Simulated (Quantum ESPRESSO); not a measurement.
# Band energies of Rb2NaScF6

```
Rb2NaScF6
1.0
    0.00000     4.37453     4.37453
    4.37453     0.00000     4.37453
    4.37453     4.37453     0.00000
F Na Sc Rb
6 1 1 2
Direct
  0.76677   0.23323   0.23323
  0.23323   0.76677   0.76677
  0.23323   0.76677   0.23323
  0.76677   0.23323   0.76677
  0.23323   0.23323   0.76677
  0.76677   0.76677   0.23323
  0.50000   0.50000   0.50000
  0.00000   0.00000   0.00000
  0.75000   0.75000   0.75000
  0.25000   0.25000   0.25000
```

LDA (pw.x of Quantum ESPRESSO, ONCV potentials, without SOC); path ΓXWKΓLUWLK,UX; energies in eV from the valence-band maximum.

| k (1/Å) | point | band 36 | band 37 | band 38 | band 39 | band 40 | band 41 | band 42 | band 43 |
|---|---|---|---|---|---|---|---|---|---|
| 0.00 | Γ | -0.22 | -0.22 | 0.00 | 0.00 | 0.00 | 6.55 | 6.89 | 6.89 |
| 0.48 |  | -0.35 | -0.35 | -0.23 | -0.23 | -0.01 | 6.92 | 6.99 | 6.99 |
| 0.72 | X | -0.36 | -0.36 | -0.35 | -0.35 | -0.01 | 6.94 | 7.02 | 7.02 |
| 0.72 | W | -0.51 | -0.43 | -0.36 | -0.14 | -0.14 | 6.98 | 6.98 | 7.02 |
| 0.97 | K | -0.51 | -0.35 | -0.29 | -0.27 | -0.07 | 6.95 | 7.01 | 7.01 |
| 1.16 |  | -0.47 | -0.32 | -0.20 | -0.16 | -0.15 | 6.96 | 6.98 | 6.98 |
| 1.54 |  | -0.25 | -0.24 | -0.05 | -0.03 | -0.02 | 6.81 | 6.90 | 6.90 |
| 1.73 | Γ | -0.22 | -0.22 | 0.00 | 0.00 | 0.00 | 6.55 | 6.89 | 6.89 |
| 1.89 |  | -0.24 | -0.24 | -0.02 | -0.02 | -0.01 | 6.73 | 6.90 | 6.90 |
| 2.20 |  | -0.29 | -0.29 | -0.15 | -0.15 | -0.10 | 6.95 | 6.95 | 6.95 |
| 2.36 | L | -0.30 | -0.30 | -0.18 | -0.18 | -0.13 | 6.96 | 6.96 | 6.96 |
| 2.58 |  | -0.40 | -0.33 | -0.22 | -0.19 | -0.13 | 6.96 | 6.98 | 6.98 |
| 2.80 | U | -0.51 | -0.35 | -0.29 | -0.27 | -0.07 | 6.95 | 7.01 | 7.01 |
| 2.80 | W | -0.51 | -0.43 | -0.36 | -0.14 | -0.14 | 6.98 | 6.98 | 7.02 |
| 3.05 |  | -0.40 | -0.34 | -0.25 | -0.16 | -0.14 | 6.97 | 6.97 | 6.99 |
| 3.30 | L | -0.30 | -0.30 | -0.18 | -0.18 | -0.13 | 6.96 | 6.96 | 6.96 |
| 3.52 |  | -0.40 | -0.33 | -0.22 | -0.19 | -0.13 | 6.96 | 6.98 | 6.98 |
| 3.74 | K | -0.51 | -0.35 | -0.29 | -0.27 | -0.07 | 6.95 | 7.01 | 7.01 |
| 3.74 | U | -0.51 | -0.35 | -0.29 | -0.27 | -0.07 | 6.95 | 7.01 | 7.01 |
| 4.00 | X | -0.36 | -0.36 | -0.35 | -0.35 | -0.01 | 6.94 | 7.02 | 7.02 |

The LDA gap is direct, 6.55 eV at Γ. Another valence extremum on the path lies within 0.02 eV, too close to call.

Geometry of the Materials Project entry, not relaxed at this level.

The structure is a Materials Project entry; no match was found in the copy of COD used, and its stability was not checked.
